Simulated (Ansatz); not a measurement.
Crystals of one structure type (cubic perovskite) and one family of elements, relaxed and computed with the program Ansatz at the HSE06 level (PAW).

```csv
crystal,V (Å³/atom),gap (eV)
CaTiO3,11.35,3.42
SrTiO3,11.81,3.36
BaTiO3,12.58,?
SrZrO3,14.16,4.89
BaHfO3,14.55,5.18
BaZrO3,14.73,4.72
```

Question: Fit a straight line to E_g against V and predict the withheld value.

Answer: Least squares on the 5 shown rows: E_g = 0.513 × V + (-2.519), with a scatter of 0.21. For BaTiO3 this gives 3.93. The run itself gave 3.25, outside the scatter: the line misses something about this case.

Not the usual ambient phase: BaTiO3, cubic perovskite. Standing as an ambient phase not checked: CaTiO3, cubic perovskite; SrZrO3, cubic perovskite. All cells were relaxed under the symmetry of their starts (and spin orders); stability against distortions was not tested throughout. Rows with no word on spin ran without spin polarisation. Scalar-relativistic: spin–orbit coupling is off unless named, which matters more the heavier the elements.

Potentials: the later of the program's two PAW sets.
